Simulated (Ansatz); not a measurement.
Polymorphs of SrZrO3, each relaxed with LDA (plane waves, PAW; program Ansatz):

A: cubic perovskite (Pm-3m)
a = 4.0958 Å, b = 4.0958 Å, c = 4.0958 Å, α = 90.00°, β = 90.00°, γ = 90.00°

```
atom  site  symmetry       x       y       z
----  ----  --------  ------  ------  ------
Sr      1b      m-3m  0.5000  0.5000  0.5000
Zr      1a      m-3m  0.0000  0.0000  0.0000
O       3d    4/mm.m  0.0000  0.0000  0.5000
```

B: P4mm
a = b = 4.0734 Å, c = 4.1633 Å, α = β = γ = 90.00°

```json
[
 {"atom": "Sr", "site": "1b", "symmetry": "4mm", "x": "0.5000", "y": "0.5000", "z": "0.5563"},
 {"atom": "Zr", "site": "1a", "symmetry": "4mm", "x": "0.0000", "y": "0.0000", "z": "0.0055"},
 {"atom": "O", "site": "1a", "symmetry": "4mm", "x": "0.0000", "y": "0.0000", "z": "0.4834"},
 {"atom": "O", "site": "2c", "symmetry": "2mm.", "x": "0.0000", "y": "0.5000", "z": "0.9494"}
]
```

### Question
Order them by energy per atom at 0 K (lowest first) at the level LDA.

### Answer
B (+0 meV/atom), A (+8 meV/atom)

### Question
Give each one's gap.

### Answer
A 3.32 eV; B 3.37 eV.

Standing as an ambient phase not checked: A; B. Unstable at this level: A; B. All cells were relaxed under the symmetry of their starts (and spin orders); stability against distortions was not tested throughout. Rows with no word on spin ran without spin polarisation. Spin–orbit coupling is left out wherever it is not named.

Energies hold the estimated change up to a 700 eV cutoff; steps of a few meV lie near the error of the meshes.

Potentials: the later of the program's two PAW sets.
